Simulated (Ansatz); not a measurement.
Here is the system:

Ge (diamond)

```xyz
2
Lattice="0.0000 2.8363 2.8363 2.8363 0.0000 2.8363 2.8363 2.8363 0.0000" Properties=species:S:1:pos:R:3 pbc="T T T"
Ge     2.8363     2.8363     2.8363
Ge     4.2545     4.2545     4.2545
```

E(V) scan at fixed shape, V₀ the volume above. Symmetry pins the atoms to their sites.

Computed with r2SCAN (plane waves to 500 eV, PAW, scalar-relativistic; Ansatz, a first-principles code). k mesh 10×10×10 (Γ-centred), Fermi-Dirac smearing 0.05 eV. Energies are smeared free energies. Stress and pressure are positive under compression. Ge was relaxed with its symmetry unable to fall. The PAW data are Ansatz's earlier set. The zero of ΔE is the relaxed starting cell.

The scan covers V/V₀ from 0.840 to 1.160 in 9 points.

What is ΔE at V/V₀ = 1.160?

97 meV/atom.

What pressure does the cell carry at V/V₀ = 0.840?

18.8 GPa.

What is ΔE at V/V₀ = 0.840?

182 meV/atom.

(A scan under strain: stresses follow from slopes of the energy per volume, elastic moduli from its curvatures.)
